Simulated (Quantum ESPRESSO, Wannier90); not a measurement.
# PbI2 (P6₃mc), plane waves to Wannier functions

```xyz
6
Lattice="4.6178 0.0000 0.0000 -2.3089 3.9992 0.0000 0.0000 0.0000 14.5512" Properties=species:S:1:pos:R:3 pbc="T T T"
Pb    -2.3089     1.3331    -7.2742
Pb     2.3089    -1.3331     0.0015
I     -2.3089     1.3331    -1.8720
I      2.3089    -1.3331     5.4036
I      0.0000     0.0000     1.8706
I      0.0000     0.0000    -5.4051
```

Cell from Materials Project (mp-567503), symmetrised, no further relaxation. COD (Crystallography Open Database) has the formula in 4 space groups, this one among them (matched by group alone). Computed values, not measurements, from PBEsol: Quantum ESPRESSO (norm-conserving PseudoDojo potentials, cutoff 56 Ry, no spin polarisation, no spin-orbit coupling) on a Γ-centred 6×6×4 mesh, then Wannier90. Density: 12×12×2 mesh, cold smearing 0.01 Ry. Spin-orbit coupling is left out although heavy elements are present.

Bands 15-16 form an isolated set from -7.32 to -6.65 eV relative to the valence-band maximum (on the path) and are turned into 2 Wannier functions by minimising the spread from the start: atomic waves Pb 6s.

Question: Where do the functions sit, how wide are they and what are they made of?

Answer: 
```tsv
functions	spread (Å²)	nearest atom, distance (Å)	second atom, distance (Å)	weight on atomic waves
2	3.39	Pb 0.00	I 3.26	Pb 6s 80 %, I 5p 14 %, I 5s 6 %
```

Ω_I = 6.78 Å², Ω_total = 6.78 Å²; the interpolated bands follow pw.x to 0.0 meV rms on the path. Only this start was tried; a symmetric start can stop on a saddle, and mixtures of these functions could lower the total by at most Ω_total − Ω_I.
